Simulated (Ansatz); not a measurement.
Mg2Pt:
Space group I4/mcm (No. 140); a = 6.2476 Å, b = 6.2476 Å, c = 5.5639 Å, α = 90.00°, β = 90.00°, γ = 90.00°

```
atom  site  symmetry       x       y       z
----  ----  --------  ------  ------  ------
Mg      8h      m.2m  0.1834  0.3166  0.0000
Pt      4a       422  0.0000  0.0000  0.2500
```
(The calculation used a cell of 6 atoms; values per cell refer to that cell.)

This is the LDA-relaxed structure.

All from plane-wave PAW LDA (Ansatz code), unless another level is named. Predict the density of states at the Fermi level.

0.19 states/eV per atom (mean over ±0.08 eV).

Next, the formation energy from the elements (no fitted shifts)?

-0.71 eV/atom.

The first step of the workflow began from a Materials Project structure, measured or hypothetical; the Crystallography Open Database copy checked does not list it. Its standing as an ambient phase is unchecked. Symmetry was held in the LDA relaxation; its stability against distortions is not shown here. No spin polarisation was allowed. Axis ratios of metals converge slowly with the k-mesh, so a and c are less sure than the volume. The references are the lowest solids computed at this level, not always the standard phases. Scalar-relativistic: spin–orbit coupling is off unless named, which matters more the heavier the elements.

Potentials: the later of the program's two PAW sets.
